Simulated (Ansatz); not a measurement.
The start is a generated cell, Nb placed in the diamond structure type. Cell shape, volume and atoms are optimised at zero target pressure with r2SCAN (plane waves to 500 eV, PAW, scalar-relativistic; Ansatz, an electronic-structure program). The first steps use a coarse 10×10×10 k-mesh.

Input geometry:
```yaml
crystal:
  lattice:
    - [0.00000, 2.92373, 2.92373]
    - [2.92373, 0.00000, 2.92373]
    - [2.92373, 2.92373, 0.00000]
  atoms:
    - { symbol: Nb, position: [0.25000, 0.25000, 0.25000] }
    - { symbol: Nb, position: [0.00000, 0.00000, 0.00000] }
```

By how much does the energy per atom fall from start to end?

Under 0.01 eV/atom.

How do the shortest distances between atoms change?

The closest pairs of elements (up to four, under 3.6 Å), start → end: Nb–Nb 2.53 → 2.53 Å.

What band gap does the relaxed structure have at this level?

No gap (metallic).

What does it relax into? Give the structure.


```cif
data_Nb8
_chemical_formula_sum 'Nb8'
_space_group_name_H-M_alt 'Fd-3m :1'
_space_group_IT_number 227
_space_group_name_Hall 'F 4d 2 3 -1d'
_cell_length_a 5.85170
_cell_length_b 5.85170
_cell_length_c 5.85170
_cell_angle_alpha 90.000
_cell_angle_beta 90.000
_cell_angle_gamma 90.000
loop_
_atom_site_label
_atom_site_type_symbol
_atom_site_symmetry_multiplicity
_atom_site_Wyckoff_symbol
_atom_site_fract_x
_atom_site_fract_y
_atom_site_fract_z
_atom_site_occupancy
Nb1 Nb 8 b 0.50000 0.50000 0.50000 1
```
(The calculation used a cell of 2 atoms; values per cell refer to that cell.)

The space group stays Fd-3m (No. 227) (the run could not lower it); the end is diamond type, with 2 atoms in the primitive cell. Final values are on a 14×14×14 k-mesh of the relaxed cell. No spin polarisation in the result.

The run could not lose the symmetry of its start: the end is stationary, and may be a saddle point rather than a minimum.

All atoms sit on sites fixed by symmetry, so only the cell could relax.

The relaxed structure here is a generated cell of Nb: the first start was made by placing the elements on the sites of a structure type, and the end was not matched to a known phase here, so it may be hypothetical. Known forms of Nb include space group No. 229.
